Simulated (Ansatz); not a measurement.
## An elastic constant from a strain scan in HfO$_{2}$

All numbers below come from DFT r2SCAN, scalar-relativistic, plane waves, PAW in Ansatz. Settings: plane waves to 500 eV, k-mesh 8×8×8 (Γ-centred), Gaussian smearing 0.05 eV. Spin–orbit coupling is left out, which can shift energies with elements as heavy as these. No spin polarisation. Energies are free energies at this smearing, counted from the undisturbed cell; pressure is positive in compression.

The starting cell (relaxed at this level; this fluorite-type form isn't the usual structure):

```
Hf O
1.0
     0.00000    2.52916    2.52916
     2.52916    0.00000    2.52916
     2.52916    2.52916    0.00000
Hf O
1 2
Direct
  0.00000 0.00000 0.00000
  0.25000 0.25000 0.25000
  0.75000 0.75000 0.75000
```

The cell is strained by ε times the Voigt pattern (0, 0, 0, 1, 0, 0) (xx, yy, zz, yz, xz, xy; engineering shear) with fractional coordinates fixed. The cell holds 3 atoms in V0 = 32.36 Å³. The stress column is τ = (1/V0) dE/dε, got from the stress tensor σ (compression positive) at each point as −det(1 + εP) σ : P(1 + εP)⁻¹, with P the pattern as a tensor.

```
      ε  ΔE (meV/atom)  τ (GPa)
-0.0350          4.170   -3.559
-0.0300          3.058   -3.045
-0.0250          2.120   -2.533
-0.0200          1.354   -2.024
-0.0150          0.758   -1.516
-0.0100          0.332   -1.010
-0.0050          0.077   -0.505
 0.0000          0.000    0.000
 0.0050          0.077    0.505
 0.0100          0.332    1.010
 0.0150          0.758    1.516
 0.0200          1.354    2.024
 0.0250          2.120    2.533
 0.0300          3.058    3.045
 0.0350          4.170    3.559
 0.0400              ?        ?
```

Question: Which combination of elastic constants does this scan measure, and how large is it?

Answer: For small ε, τ = τ0 + Kε with K = pᵀCp, which for this pattern is C44 in the cubic axes. The parabola through τ at ε = -0.0050, 0 and 0.0050 has slope K = 101 GPa at zero. The energies per cell, E = NΔE, of the wider pair ε = ±0.0300 give K = 2[E(ε₊)/ε₊ − E(ε₋)/ε₋]/[(ε₊ − ε₋)V0] = 101 GPa, in agreement. These are clamped-ion values.

Question: Predict the withheld row at ε = 0.0400 from the harmonic law, and compare.

Answer: ΔE = V0(τ0 ε + Kε²/2)/N = 5.437 meV/atom and τ = 4.04 GPa. The calculation gives 5.456 meV/atom and 4.08 GPa, a miss of 0.4 % of the harmonic energy, so the harmonic law still holds here.

Forces appear on the atoms along this scan, and letting them relax would lower the energy and soften the response.